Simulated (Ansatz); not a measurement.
Straining Al$_{2}$GaN$_{3}$

Theory: DFT r2SCAN, scalar-relativistic, plane waves, PAW in Ansatz. Settings: 500 eV cutoff, 8×8×4 k-mesh, Gaussian smearing of 0.02 eV, no spin polarisation.

The relaxed crystal:

```
CELL_PARAMETERS angstrom
5.73740 -1.56562 0.00008
5.73740 1.56562 0.00008
-1.89533 0.00000 7.16702
ATOMIC_POSITIONS crystal
Al 0.94420 0.94420 0.38929
Al 0.88889 0.88889 0.77677
Al 0.22302 0.22302 0.44447
Al 0.55401 0.55401 0.11317
Ga 0.27717 0.27717 0.05762
Ga 0.60966 0.60966 0.72172
N 0.14754 0.14754 0.18504
N 0.48154 0.48154 0.85263
N 0.81833 0.81833 0.51506
N 0.76458 0.76458 0.90149
N 0.09522 0.09522 0.56428
N 0.43122 0.43122 0.24327
```

Deformation: biaxial strain in the a-b plane, with the length and tilt of c and the atoms relaxed, all within the symmetry that the strain leaves. Energies are extrapolated to zero smearing. Gaps are generalised Kohn–Sham gaps over the whole zone.

**Question.** Give the structure at -2.0 %.

**Answer.**
```
CELL_PARAMETERS angstrom
5.62265 -1.53431 -0.00556
5.62265 1.53431 -0.00556
-1.86471 0.00000 7.26640
ATOMIC_POSITIONS crystal
Al 0.94421 0.94421 0.38893
Al 0.88867 0.88867 0.77574
Al 0.22290 0.22290 0.44344
Al 0.55348 0.55348 0.11218
Ga 0.27692 0.27692 0.05706
Ga 0.60965 0.60965 0.72113
N 0.14838 0.14838 0.18750
N 0.48268 0.48268 0.85495
N 0.81947 0.81947 0.51756
N 0.76398 0.76398 0.90065
N 0.09473 0.09473 0.56339
N 0.43030 0.43030 0.24227
```
Space group Cm (8), 11.3 meV/atom over the relaxed crystal.

Cost: 5 runs of about 36 core-minutes in all, on Arm Neoverse V2 (shared hosts).